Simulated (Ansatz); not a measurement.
NaF (rock salt), relaxed and computed with several functionals in Ansatz (plane waves, PAW).

```
functional  a (Å)  gap (eV)  B₀ by P(V) fit (GPa)
----------  -----  --------  --------------------
r²SCAN          ?         ?                     ?
PBEsol      4.629      6.20                  48.5
HSE06       4.638      8.46                  49.3
PBE         4.701      6.09                  44.8
LDA         4.503      6.46                  61.2
```

Task: Fill in the missing entries.

Result: 
- r²SCAN, a (Å): 4.594
- r²SCAN, gap (eV): 7.28
- r²SCAN, B₀ by P(V) fit (GPa): 54.4

All cells were relaxed under the symmetry of their starts (and spin orders); stability against distortions was not tested throughout.

Potentials: the later of the program's two PAW sets.

Ansatz (a quantum-chemistry and plane-wave program) is a plane-wave DFT program.
